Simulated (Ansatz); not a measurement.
AgAu:
```
AgAu
1.0
    2.84362     0.00000     0.00000
    0.00000     2.84362     0.00000
    0.00000     0.00000     4.14846
Ag Au
1 1
Cartesian
  1.42181   1.42181   2.07423
  0.00000   0.00000   0.00000
```

Relaxed with PBEsol. Special points in fractions of this cell's reciprocal vectors: Γ (0.000, 0.000, 0.000); X (0.000, 0.500, 0.000); M (0.500, 0.500, 0.000); Z (0.000, 0.000, 0.500); R (0.000, 0.500, 0.500); A (0.500, 0.500, 0.500).

Q: List the band energies nearest the Fermi level at these points for DFT-PBEsol with spin–orbit coupling in the program Ansatz with PAW potentials.

A: In eV from the Fermi level; about four levels below and three above (degenerate sets whole), none deeper than 8.9 eV; points with the same levels are listed once.

| k | below | above |
|---|---|---|
| Γ | -2.27 -2.27 -1.54 -1.54 | 0.83 0.83 6.12 6.12 |
| X | -2.78 -2.78 -0.48 -0.48 | 0.14 0.14 8.35 8.35 |
| M | -1.74 -1.74 -1.17 -1.17 | 1.02 1.02 1.69 1.69 |
| Z | -3.10 -3.10 -2.14 -2.14 | 13.41 13.41 14.88 14.88 |
| R | -1.07 -1.07 -0.53 -0.53 | 2.62 2.62 4.56 4.56 |
| A | -2.50 -2.50 -1.35 -1.35 | 4.78 4.78 5.32 5.32 |

Space group P4/mmm (L1₀ or tetragonal B2). The start of the workflow was typed in or built on a structure type; neither database checked (COD, Materials Project) lists it. Its standing as an ambient phase is unchecked. Symmetry was held in the PBEsol relaxation; whether a distortion lowers the energy is not shown. The run is not spin-polarised.

Potentials: the earlier of the program's two PAW sets. The files were generated under PBE; for other functionals the program regenerates the frozen cores, and for LDA and PBEsol the local potential too.
